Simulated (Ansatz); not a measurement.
One crystal and one scan (scan of one atom of the cell) at two levels, PBE (plane waves to 420 eV, PAW, scalar-relativistic; Ansatz, a quantum-chemistry and plane-wave program) and r2SCAN (plane waves to 500 eV, PAW, scalar-relativistic; Ansatz), each from its own relaxed cell and on its own mesh. The cell shown is that of PBE.

Starting cell, ZnSe (zinc blende):

```
CELL_PARAMETERS angstrom
      0.00000     2.86650     2.86650
      2.86650     0.00000     2.86650
      2.86650     2.86650     0.00000
ATOMIC_POSITIONS crystal
  Se 0.75000 0.75000 0.75000
  Zn 0.00000 0.00000 0.00000
```

Scan: atom 2 (Zn, nearest neighbour Se at 2.482 Å; its periodic images, 4.1 Å or more away, move with it) is displaced along Cartesian z, direction (0.000, 0.000, 1.000) in Cartesian axes, by s. The other atoms stay.

Energies are smeared free energies. ZnSe was relaxed with its symmetry unable to fall. Both scans cover s from -0.250 to 0.250 Å.

ΔE (meV/cell), each from the undisplaced structure of its own level:

```json
[
 {"s (Å)": "-0.250", "PBE": "153.0", "r2SCAN": "withheld"},
 {"s (Å)": "-0.200", "PBE": "98.5", "r2SCAN": "108.7"},
 {"s (Å)": "-0.150", "PBE": "55.6", "r2SCAN": "61.4"},
 {"s (Å)": "-0.100", "PBE": "24.8", "r2SCAN": "27.4"},
 {"s (Å)": "-0.050", "PBE": "6.2", "r2SCAN": "6.9"},
 {"s (Å)": "0.000", "PBE": "0.0", "r2SCAN": "0.0"},
 {"s (Å)": "0.050", "PBE": "6.2", "r2SCAN": "6.9"},
 {"s (Å)": "0.100", "PBE": "24.8", "r2SCAN": "27.4"},
 {"s (Å)": "0.150", "PBE": "55.6", "r2SCAN": "61.4"},
 {"s (Å)": "0.200", "PBE": "98.5", "r2SCAN": "108.7"},
 {"s (Å)": "0.250", "PBE": "153.0", "r2SCAN": "withheld"}
]
```

**Question.** Estimate the r2SCAN value at -0.250 from the PBE value there and the ratio of the two levels in the two nearest given rows on that side of the minimum.

**Answer.** At -0.200 and -0.150 the ratio r2SCAN/PBE averages 1.104, which gives 1.104 × 153.0 = 168.9 meV/cell. The calculation gives 168.8 meV/cell, +10.3 % against PBE.

(A displaced cell: forces are minus the slopes of the energy, force constants its curvatures, and phonons follow from these.)
